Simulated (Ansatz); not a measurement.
Kick test of a cell of SnBiO2

The structure comes from a generated guess, relaxed at this level; another structure or a mixture of phases may lie lower.

All numbers below come from DFT PBE, scalar-relativistic, plane waves, PAW (Ansatz 0.2.0). Cutoff 420 eV; k points 14×14×8 on the computed 4-atom cell (Γ-centred); Gaussian smearing, width 0.10 eV; no spin polarisation.

The cell below (4 atoms, space group Pmmm (No. 47)) is relaxed within its symmetry.

```cif
data_structure
_symmetry_space_group_name_H-M 'P 1'
_symmetry_Int_Tables_number 1
_cell_length_a 3.4321
_cell_length_b 3.4381
_cell_length_c 6.3835
_cell_angle_alpha 90.000
_cell_angle_beta 90.000
_cell_angle_gamma 90.000
_cell_volume 75.33
loop_
_atom_site_label
_atom_site_type_symbol
_atom_site_fract_x
_atom_site_fract_y
_atom_site_fract_z
_atom_site_occupancy
Sn1 Sn 0.50000 0.50000 0.50000 1
Bi1 Bi 0.00000 0.00000 0.00000 1
O1 O 0.00000 0.50000 0.73928 1
O2 O 0.00000 0.50000 0.26072 1
```

For the test a repeat of it with 8 atoms (edges 3.43, 3.44, 12.77 Å) was strained at random (σ = 1.5 % a component), the atoms were moved at random (σ = 0.05 Å), and all was relaxed again on a coarse 6×6×2 mesh (in the run’s order of axes) with 0.20 eV smearing, with no symmetry imposed.

These runs have no spin–orbit coupling, which can matter for Bi. An odd number of electrons in the primitive cell allows no gap without spin; a larger cell or a magnetic state could open one.

Problem. What happens?

Solution. It doesn't return. The energy falls by 48 meV/atom on that mesh, the volume changes by 4.3 %, and the end has space group Pmm2 (No. 25) at a loose tolerance. Relaxed again on a 14×8×12 mesh with 0.10 eV smearing, the new structure lies 43 meV/atom below the first (mesh in the axes of the run's cell; the cell below is made exact in the group named). Space group Pmm2 (No. 25), orthorhombic, a = 3.281 Å, b = 5.888 Å, c = 4.073 Å. Sn has 4 O at 2.26 Å; Bi has 2 O at 2.19 Å; O has 1 Bi at 2.19 Å and 2 Sn at 2.26 Å.

```
Sn Bi O
1.0
     3.28093    0.00000    0.00000
     0.00000    5.88753    0.00000
     0.00000    0.00000    4.07306
Sn Bi O
1 1 2
Cartesian
  1.6405 2.9438 2.4662
  0.0000 0.0000 0.1976
  0.0000 4.3125 1.7229
  0.0000 1.5751 1.7229
```
